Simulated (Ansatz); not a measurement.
SiO2:
```
SiO2
1.0
    4.07162     0.00000     0.00000
    0.00000     5.03012     0.00000
    0.00000     0.00000     4.48325
Si O
4 8
Direct
  0.50000   0.34816   0.75000
  0.50000   0.65184   0.25000
  0.00000   0.15184   0.25000
  0.00000   0.84816   0.75000
  0.26883   0.61794   0.58039
  0.73117   0.38206   0.41961
  0.23117   0.88206   0.08039
  0.76883   0.11794   0.91961
  0.76883   0.88206   0.41961
  0.23117   0.11794   0.58039
  0.73117   0.61794   0.91961
  0.26883   0.38206   0.08039
```

Relaxed with r²SCAN. Independent-particle spectrum: no excitons, no local fields, no scissors shift; 0.1 eV broadening; ε₁ of the summed bands alone.

Task: Tabulate the dielectric function from r²SCAN (plane waves, PAW; program Ansatz).

Result: 

| E (eV) | ε₁ xx | ε₂ xx | ε₁ yy | ε₂ yy | ε₁ zz | ε₂ zz |
|---|---|---|---|---|---|---|
| 0.0 | 3.01 | 0.00 | 3.08 | 0.00 | 3.16 | 0.00 |
| 0.4 | 3.01 | 0.00 | 3.08 | 0.00 | 3.16 | 0.00 |
| 0.8 | 3.02 | 0.00 | 3.09 | 0.00 | 3.16 | 0.00 |
| 1.2 | 3.02 | 0.00 | 3.10 | 0.00 | 3.17 | 0.00 |
| 1.6 | 3.04 | 0.00 | 3.11 | 0.00 | 3.18 | 0.00 |
| 2.0 | 3.05 | 0.00 | 3.12 | 0.00 | 3.20 | 0.00 |
| 2.4 | 3.07 | 0.00 | 3.14 | 0.00 | 3.22 | 0.00 |
| 2.8 | 3.09 | 0.00 | 3.17 | 0.00 | 3.24 | 0.00 |
| 3.2 | 3.12 | 0.00 | 3.19 | 0.00 | 3.27 | 0.00 |
| 3.6 | 3.15 | 0.00 | 3.23 | 0.00 | 3.31 | 0.00 |
| 4.0 | 3.19 | 0.00 | 3.27 | 0.00 | 3.35 | 0.00 |
| 4.4 | 3.23 | 0.00 | 3.31 | 0.00 | 3.39 | 0.00 |
| 4.8 | 3.29 | 0.00 | 3.36 | 0.00 | 3.44 | 0.00 |
| 5.2 | 3.35 | 0.00 | 3.42 | 0.00 | 3.50 | 0.00 |
| 5.6 | 3.42 | 0.00 | 3.50 | 0.00 | 3.58 | 0.00 |
| 6.0 | 3.51 | 0.00 | 3.58 | 0.00 | 3.66 | 0.00 |
| 6.4 | 3.64 | 0.00 | 3.69 | 0.00 | 3.76 | 0.00 |
| 6.8 | 3.87 | 0.08 | 3.82 | 0.00 | 3.90 | 0.00 |
| 7.2 | 3.90 | 0.25 | 4.00 | 0.01 | 4.11 | 0.09 |
| 7.6 | 3.95 | 0.31 | 4.34 | 0.15 | 4.18 | 0.19 |
| 8.0 | 4.03 | 0.36 | 4.37 | 0.41 | 4.29 | 0.24 |
| 8.4 | 4.18 | 0.39 | 4.42 | 0.53 | 4.47 | 0.27 |
| 8.8 | 4.43 | 0.56 | 4.57 | 0.67 | 4.70 | 0.40 |
| 9.2 | 4.58 | 0.86 | 4.66 | 0.79 | 4.92 | 0.56 |
| 9.6 | 4.33 | 0.94 | 4.64 | 1.02 | 4.98 | 0.78 |
| 10.0 | 4.70 | 0.92 | 4.94 | 0.88 | 5.39 | 0.80 |
| 10.4 | 4.95 | 1.28 | 5.41 | 1.38 | 5.60 | 1.39 |
| 10.8 | 5.00 | 1.32 | 5.32 | 1.92 | 6.00 | 1.35 |
| 11.2 | 5.76 | 1.67 | 5.67 | 2.07 | 6.49 | 2.07 |
| 11.6 | 6.14 | 3.37 | 6.13 | 2.94 | 6.57 | 3.52 |
| 12.0 | 4.71 | 3.97 | 5.26 | 3.82 | 6.09 | 3.97 |

Task: From ε at 8.7 eV (xx: 4.38 + 0.49i), find n, k, the normal reflectivity and the absorption coefficient.

Result: n = 2.10, k = 0.117, R = 13 %, α = 2kE/ħc = 100000 cm⁻¹.

With all bands, ε∞ without local fields is 3.23 (xx), 3.31 (yy), 3.37 (zz). DFPT, with local fields, gives 3.25 (xx), 3.33 (yy), 3.37 (zz).

Space group Pbcn. The workflow started from a Materials Project entry (that database holds measured and hypothetical structures alike); the Crystallography Open Database copy checked does not list it. It is not the phase usual at ambient conditions (space group No. 92, 152, 154). Symmetry was held in the r²SCAN relaxation; of distortions, only those at the zone centre were tested.

Potentials: the later of the program's two PAW sets.
